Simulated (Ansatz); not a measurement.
An Ansatz (a quantum-chemistry and plane-wave program) run. Input:

Ansatz 0.2 input:
```yaml
crystal:
  lattice:
    - [3.6234444287, 2.0919966163, 13.1417660788]
    - [-3.6234444287, 2.0919966163, 13.1417660788]
    - [0.0, -4.1839932326, 13.1417660788]
  atoms:
    - { symbol: Ba, position: [0.1506130014, 0.1506130014, 0.1506130014] }
    - { symbol: Ba, position: [0.8493869986, 0.8493869986, 0.8493869986] }
    - { symbol: Ba, position: [0.3493869986, 0.3493869986, 0.3493869986] }
    - { symbol: Ba, position: [0.6506130014, 0.6506130014, 0.6506130014] }
    - { symbol: Ba, position: [0.25, 0.25, 0.25] }
    - { symbol: Ba, position: [0.75, 0.75, 0.75] }
    - { symbol: B, position: [0.4967380049, 0.2506309588, 0.6389835135] }
    - { symbol: B, position: [0.5032619951, 0.7493690412, 0.3610164865] }
    - { symbol: B, position: [0.6389835135, 0.4967380049, 0.2506309588] }
    - { symbol: B, position: [0.3610164865, 0.5032619951, 0.7493690412] }
    - { symbol: B, position: [0.2506309588, 0.6389835135, 0.4967380049] }
    - { symbol: B, position: [0.7493690412, 0.3610164865, 0.5032619951] }
    - { symbol: B, position: [0.8610164865, 0.2493690412, 0.0032619951] }
    - { symbol: B, position: [0.1389835135, 0.7506309588, 0.9967380049] }
    - { symbol: B, position: [0.2493690412, 0.0032619951, 0.8610164865] }
    - { symbol: B, position: [0.7506309588, 0.9967380049, 0.1389835135] }
    - { symbol: B, position: [0.0032619951, 0.8610164865, 0.2493690412] }
    - { symbol: B, position: [0.9967380049, 0.1389835135, 0.7506309588] }
    - { symbol: O, position: [0.289341063, 0.427927488, 0.6661723638] }
    - { symbol: O, position: [0.710658937, 0.572072512, 0.3338276362] }
    - { symbol: O, position: [0.6661723638, 0.289341063, 0.427927488] }
    - { symbol: O, position: [0.3338276362, 0.710658937, 0.572072512] }
    - { symbol: O, position: [0.427927488, 0.6661723638, 0.289341063] }
    - { symbol: O, position: [0.572072512, 0.3338276362, 0.710658937] }
    - { symbol: O, position: [0.8338276362, 0.072072512, 0.210658937] }
    - { symbol: O, position: [0.1661723638, 0.927927488, 0.789341063] }
    - { symbol: O, position: [0.072072512, 0.210658937, 0.8338276362] }
    - { symbol: O, position: [0.927927488, 0.789341063, 0.1661723638] }
    - { symbol: O, position: [0.210658937, 0.8338276362, 0.072072512] }
    - { symbol: O, position: [0.789341063, 0.1661723638, 0.927927488] }
    - { symbol: O, position: [0.0579770271, 0.8072712627, 0.5269785043] }
    - { symbol: O, position: [0.9420229729, 0.1927287373, 0.4730214957] }
    - { symbol: O, position: [0.5269785043, 0.0579770271, 0.8072712627] }
    - { symbol: O, position: [0.4730214957, 0.9420229729, 0.1927287373] }
    - { symbol: O, position: [0.8072712627, 0.5269785043, 0.0579770271] }
    - { symbol: O, position: [0.1927287373, 0.4730214957, 0.9420229729] }
    - { symbol: O, position: [0.9730214957, 0.6927287373, 0.4420229729] }
    - { symbol: O, position: [0.0269785043, 0.3072712627, 0.5579770271] }
    - { symbol: O, position: [0.6927287373, 0.4420229729, 0.9730214957] }
    - { symbol: O, position: [0.3072712627, 0.5579770271, 0.0269785043] }
    - { symbol: O, position: [0.4420229729, 0.9730214957, 0.6927287373] }
    - { symbol: O, position: [0.5579770271, 0.0269785043, 0.3072712627] }
kpoints:
  mp_grid: { grid: [5, 5, 5] }
hamiltonian:
  xc: r2scan
  pseudopotentials: { kind: paw }
scf:
  occupations: { method: fixed }
checkpoint: { read: static.run }
output: { bader: true, populations: true }
```

Output (shortened):

```
basis.fft_grid_basis auto: the FFT boxes are laid along the combinations [[1, 0, -1], [0, 1, -1], [0, 0, 1]] of the cell's own vectors, 7.247, 7.247 and 13.792 …
Pseudopotential: Ba, paw, valence charge 10
Pseudopotential: B, paw, valence charge 3
Pseudopotential: O, paw, valence charge 6
Functional definition: r2SCAN
concurrent solve slots: 7 of 8 are kept, ahead of what memory takes: no pass of the eigensolver takes more rounds on 7
Crystal: 42 atoms, lattice volume = 597.706 Å³
Basis set: ecut = 500 eV, 15131 PW (Γ), FFT grids on a1−a3, a2−a3, a3, exchange–correlation on 216×216×432 points (64 copies of the dense FFT grid, shifted against one another)
Bands: 162, of which v1, the nominal top of the filled ones, is band 120 counted from 1 (119 counted from 0)
Symmetry: 12 space group operations
Space group: R-3c (ITA 167), of the structure as read, at distance tolerance 8.4e-5 Å
k-points: 19 of 125
Stability of the state it starts from, as read at its close in the unpolarized treatment …
iter 1 solved again at ethr=2.98e-8 eV; its pass at ethr=3.10e-3 eV (dr2=7.15e-5 eV) is discarded
SCF iter   1: F=—  HF=-51370.582365 eV  |F-HF|=—  |Δ(HF+E_count)|=         —  Δρ=3.24e-7  dr2=4.00e-10  dr2_τ=5.34e-11  ethr=2.98e-8  ⟨swp⟩=3.3  Hψ=19827  notcnv=0  defer=760
preconditioner: auto → Resta (q_TF=auto, 2.343 Å⁻¹)
SCF iter   2: F=-51370.582365 eV  HF=-51370.582365 eV  |F-HF|=1.96e-10  |Δ(HF+E_count)|=   3.32e-8  Δρ=2.73e-7  dr2=2.92e-10  dr2_τ=8.97e-11  ethr=1.00e-12  ⟨swp⟩=20.3  Hψ=23601  notcnv=0
SCF 1 converged in 2 iterations: F = -51370.582365 eV  dr2 = 2.92e-10
concurrent solve slots: 7 of 8 are kept, ahead of what memory takes: no pass of the eigensolver takes more rounds on 7
NSCF: frozen V_eff on 19 k-points
the band table was solved once the SCF had ended and its energy, with any forces and stress, was formed, with the checks that follow a solve (11853 …
SCF converged after 2 iterations
Free energy (F): -51370.582365 eV
Harris-Foulkes:  -51370.582365 eV  (|F-HF|=1.96e-10)
Internal energy: -51370.582365 eV  (E = F + TS)
E sigma→0 (E₀):  -51370.582365 eV
Fermi energy:    3.814764 eV
--- Per-component energies (eV) ---
  E_band       = -1109.026261
  E_kinetic    = 5875.794038
  E_local      = -14343.428485  (includes V_loc(G=0)·N_el)
  E_nonlocal   = 1616.229001
  E_hartree    = 5294.826775
  E_xc         = -3085.341532
  E_vxc        = -3935.423824  (∫ρ·V_xc dr)
  E_paw        = -36326.083649  (= ΣΔE_a)
  E_vpaw       = -1152.787408  (= ΣTr[D̂ρ^β])
  E_aug_tail   = 0.024887  (compensation charges beyond the density's cutoff)
  E_vtau       = 240.911242  (kinetic-family band-sum trace: ∫τ·v_τ [+ j·A + Jᵃ·Aᵃ] dr)
  E_ewald      = -10402.038009
  E_core_change = -0.565391  (= ΣΔE_core)
  E_smearing   =  0.000000  (= −TS)
  E_closure    = 0.000000  (closes the sum)
  Σ components = -51370.582365   (vs F -51370.582365, Δ=0.00e0)
  [band-id]    e_kinetic+e_local+e_nonlocal+2·e_hartree+e_vxc+e_vpaw+e_augmentation_tail+e_vtau = -1109.026999   (vs E_band -1109.026261, Δ=-7.38e-4)
--- Band table (eV; the first three rows and the last of 19) ---
  k-point 0: bands = ["-21.3994", "-21.3884", "-21.3325", "-21.3306", "-21.1389", "-21.1287", "-17.4696", "-17.4662", "-17.3427", "-17.3389", "-15.9572", "-15.9572", "-15.9497", "-15.9497", "-15.8627", "-15.8627", "-15.8547", "-15.8547", "-14.3360", …
  k-point 1: bands = ["-21.3932", "-21.3835", "-21.3376", "-21.3353", "-21.1381", "-21.1297", "-17.4743", "-17.4706", "-17.3425", "-17.3383", "-15.9605", "-15.9581", "-15.9544", "-15.9491", "-15.8679", "-15.8642", "-15.8586", "-15.8578", "-14.3256", …
  k-point 2: bands = ["-21.3784", "-21.3729", "-21.3492", "-21.3466", "-21.1356", "-21.1324", "-17.4809", "-17.4789", "-17.3407", "-17.3384", "-15.9652", "-15.9630", "-15.9556", "-15.9506", "-15.8735", "-15.8685", "-15.8655", "-15.8633", "-14.3270", …
  k-point 18: bands = ["-21.3889", "-21.3881", "-21.3364", "-21.3362", "-21.1342", "-21.1335", "-17.4726", "-17.4724", "-17.3404", "-17.3402", "-15.9602", "-15.9561", "-15.9550", "-15.9512", "-15.8656", "-15.8634", "-15.8608", "-15.8584", "-14.3144", …
--- Löwdin populations: 42 sites ---
  site symbol       q [e]
     0     Ba      8.1664
     1     Ba      8.1664
     2     Ba      8.1664
     3     Ba      8.1664
     4     Ba      8.1440
     5     Ba      8.1440
     6      B      2.4156
     7      B      2.4156
     8      B      2.4156
     9      B      2.4156
    10      B      2.4156
    11      B      2.4156
    12      B      2.4156
    13      B      2.4156
    14      B      2.4156
    15      B      2.4156
    16      B      2.4156
    17      B      2.4156
    18      O      6.4930
    19      O      6.4930
    20      O      6.4930
    21      O      6.4930
    22      O      6.4930
    23      O      6.4930
    24      O      6.4930
    25      O      6.4930
    26      O      6.4930
    27      O      6.4930
    28      O      6.4930
    29      O      6.4930
    30      O      6.8029
    31      O      6.8029
    32      O      6.8029
    33      O      6.8029
    34      O      6.8029
    35      O      6.8029
    36      O      6.8029
    37      O      6.8029
    38      O      6.8029
    39      O      6.8029
    40      O      6.8029
    41      O      6.8029
  spilling = 0.010448 (of n_electrons = 240.000000)
--- Bader charges: 42 sites ---
  site symbol  charge [e]  shift [e]
     0     Ba      1.6883     0.0000
     1     Ba      1.6883     0.0000
     2     Ba      1.6883     0.0000
     3     Ba      1.6883     0.0000
     4     Ba      1.6661     0.0000
     5     Ba      1.6661     0.0000
     6      B      2.4073     0.0004
     7      B      2.4073     0.0004
     8      B      2.4073     0.0004
     9      B      2.4073     0.0004
    10      B      2.4073     0.0004
    11      B      2.4073     0.0004
    12      B      2.4073     0.0004
    13      B      2.4073     0.0004
    14      B      2.4073     0.0004
    15      B      2.4073     0.0004
    16      B      2.4073     0.0004
    17      B      2.4073     0.0004
    18      O     -1.6550     0.0002
    19      O     -1.6550     0.0002
    20      O     -1.6550     0.0002
    21      O     -1.6550     0.0002
    22      O     -1.6550     0.0002
    23      O     -1.6549     0.0002
    24      O     -1.6550     0.0002
    25      O     -1.6550     0.0002
    26      O     -1.6550     0.0002
    27      O     -1.6550     0.0002
    28      O     -1.6550     0.0002
    29      O     -1.6550     0.0002
    30      O     -1.5928     0.0002
    31      O     -1.5928     0.0002
    32      O     -1.5928     0.0002
    33      O     -1.5928     0.0002
    34      O     -1.5928     0.0002
    35      O     -1.5928     0.0002
    36      O     -1.5927     0.0002
    37      O     -1.5928     0.0002
    38      O     -1.5927     0.0002
    39      O     -1.5927     0.0002
    40      O     -1.5927     0.0002
    41      O     -1.5927     0.0002
  shift: an alarm, by how much a part of what the PAW files miss would move the charge. Where it is large, compare
  with a run on PAW files of another source; a small one proves nothing
  estimated error of the sums over rays = 4.5e-4 e
  device         0  11.27 GiB
```

The workflow started from a Materials Project entry (that database holds measured and hypothetical structures alike); the Crystallography Open Database files this formula in space group No. 167, but the cells were not matched. Its standing as an ambient phase is unchecked. The cell was relaxed with r²SCAN under the symmetry of its start; whether a distortion lowers the energy is not shown. Spin–orbit coupling is left out wherever it is not named.

Potentials: the later of the program's two PAW sets.

Ansatz is a plane-wave DFT program.
